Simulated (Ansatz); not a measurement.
BaTiO3:
```yaml
crystal:
  lattice:
    - [3.99442, 0.00000, 0.00000]
    - [0.00000, 3.99442, 0.00000]
    - [0.00000, 0.00000, 3.99442]
  atoms:
    - { symbol: Ba, position: [0.50000, 0.50000, 0.50000] }
    - { symbol: Ti, position: [0.00000, 0.00000, 0.00000] }
    - { symbol: O, position: [0.50000, 0.00000, 0.00000] }
    - { symbol: O, position: [0.00000, 0.50000, 0.00000] }
    - { symbol: O, position: [0.00000, 0.00000, 0.50000] }
```

Tensor components refer to the Cartesian frame of this cell.

### Question
Give the high-frequency dielectric tensor and the Born effective charge tensors of the independent atoms from DFPT, r²SCAN (plane waves, PAW; program Ansatz).

### Answer

ε∞:
```
6.04  0.00  0.00
0.00  6.04  0.00
0.00  0.00  6.04
```
Z* of atom 1 (Ba), rows: field, columns: displacement, in e:
```
2.74  0.00  0.00
0.00  2.74  0.00
0.00  0.00  2.74
```
Z* of atom 2 (Ti), rows: field, columns: displacement, in e:
```
7.21  0.00  0.00
0.00  7.21  0.00
0.00  0.00  7.21
```
Z* of atom 3 (O), rows: field, columns: displacement, in e:
```
-5.72   0.00   0.00
 0.00  -2.12   0.00
 0.00   0.00  -2.12
```

Static charges for comparison (Bader): Ba1 +1.57, Ti2 +2.32, O3 -1.30 e. Born charges measure polarisation by displacement and can exceed these by far.

Space group Pm-3m (cubic perovskite). This is a known high-temperature phase of the composition, computed here at zero pressure and temperature. The r²SCAN relaxation kept the symmetry of its start. At this level the phase is dynamically unstable (imaginary phonons). The run is not spin-polarised. Scalar-relativistic: spin–orbit coupling is off unless named, which matters more the heavier the elements.

Potentials: the earlier of the program's two PAW sets. The files were generated under PBE; for other functionals the program regenerates the frozen cores, and for LDA and PBEsol the local potential too.
